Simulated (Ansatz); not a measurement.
# LiYCd$_{2}$Cl$_{6}$: input and output

Input file of Ansatz 0.2.0:

```yaml
crystal:
  lattice:
    - [0.0, 4.983437, 4.983437]
    - [4.983437, 0.0, 4.983437]
    - [4.983437, 4.983437, 0.0]
  atoms:
    - { symbol: "Y", position: [0.0, 0.0, 0.0] }
    - { symbol: Cl, position: [0.74954, 0.25046, 0.25046] }
    - { symbol: Cl, position: [0.25046, 0.74954, 0.25046] }
    - { symbol: Cl, position: [0.25046, 0.74954, 0.74954] }
    - { symbol: Cl, position: [0.74954, 0.25046, 0.74954] }
    - { symbol: Cl, position: [0.25046, 0.25046, 0.74954] }
    - { symbol: Cl, position: [0.74954, 0.74954, 0.25046] }
    - { symbol: Li, position: [0.5, 0.5, 0.5] }
    - { symbol: Cd, position: [0.25, 0.25, 0.25] }
    - { symbol: Cd, position: [0.75, 0.75, 0.75] }
  symmetry: { tolerance: 0.0003 }
kpoints:
  mp_grid: { grid: [6, 6, 6], shift: [0, 0, 0] }
  band_path:
    path:
      - [0.375, 0.375, 0.75]
      - [0.0, 0.0, 0.0]
      - [0.5, 0.5, 0.5]
      - [0.5, 0.25, 0.75]
      - [0.5, 0.0, 0.5]
    npoints: 13
magnetization:
  spin_polarized: false
scf:
  occupations: { method: fermi_dirac }
  lower_state_search: "off"
  max_iter: 200
hamiltonian:
  pseudopotentials: { kind: paw }
  xc: { exchange: r2scan, correlation: pbesol }
basis:
  ecutwfc: 500
  fft_grid_basis: typed
output:
  forces: true
  stress: true
  eigenvalues: true
  bader: true
  populations: true
  elf: true
  write_potential: true
  volumetric_format: npy
  dos:
    e_range: [-12, 8]
    de: 0.05
    projected: { site_lists: { Cd: [Cd], Cl: [Cl], Li: [Li], "Y": ["Y"] } }
checkpoint:
  read: saved_state
```

The saved state is an earlier solution for the same cell, perhaps on another mesh. 

Parts of the output:

```
SCF iter   1: F=-27160.7201 eV  Δρ=5.34e-4  dr2=6.19e-4  dr2_τ=1.61e-4
SCF iter   2: F=-27160.7202 eV  Δρ=4.93e-4  dr2=4.57e-4  dr2_τ=2.65e-5
SCF iter   3: F=-27160.7204 eV  Δρ=5.86e-5  dr2=1.62e-5  dr2_τ=9.86e-7
SCF iter   4: F=-27160.7203 eV  Δρ=3.01e-5  dr2=5.68e-6  dr2_τ=1.77e-7
SCF iter   5: F=-27160.7203 eV  Δρ=1.62e-5  dr2=1.44e-6  dr2_τ=3.72e-8
SCF iter   6: F=-27160.7203 eV  Δρ=7.38e-6  dr2=3.70e-7  dr2_τ=1.83e-8
SCF iter   7: F=-27160.7203 eV  Δρ=1.96e-6  dr2=1.89e-8  dr2_τ=1.52e-9
Free energy (F): -27160.7203 eV
Harris-Foulkes:  -27160.7203 eV  (|F-HF|=5.82e-9)
Internal energy: -27160.5645 eV  (E = F + TS)
E sigma→0 (E₀):  -27160.6424 eV
Entropy (-TS):   -0.1558 eV (-15.579 meV/atom)
Fermi energy:    5.2011 eV
--- Forces (eV/Å), atoms counted from 1 ---
  atom   1  Y      0.0000     0.0000     0.0000
  atom   2  Cl     1.1917     0.0000     0.0000
  atom   3  Cl     0.0000     1.1917     0.0000
  atom   4  Cl    -1.1917     0.0000     0.0000
  atom   5  Cl     0.0000    -1.1917     0.0000
  atom   6  Cl     0.0000     0.0000     1.1917
  atom   7  Cl     0.0000     0.0000    -1.1917
  atom   8  Li     0.0000     0.0000     0.0000
  atom   9  Cd     0.0000     0.0000     0.0000
  atom  10  Cd     0.0000     0.0000     0.0000
--- Stress (GPa, compression-positive) ---
        2.6462       0.0000       0.0000
        0.0000       2.6462       0.0000
        0.0000       0.0000       2.6462
  P = ⅓ Tr σ = 2.6462 GPa (26.462 kbar)
--- Löwdin populations: 10 sites ---
  site symbol       q [e]
     0      Y     10.2181
     1     Cl      7.4778
     2     Cl      7.4778
     3     Cl      7.4778
     4     Cl      7.4778
     5     Cl      7.4778
     6     Cl      7.4778
     7     Li      2.3667
     8     Cd     19.1342
     9     Cd     19.1342
  spilling = 0.0029 (of n_electrons = 96.0000)
```

Origin: a known structure type with other elements, at an estimated volume, so it need not be a known compound. Caveats: many states at the Fermi level without spin polarisation, so a magnetic state may lie lower.
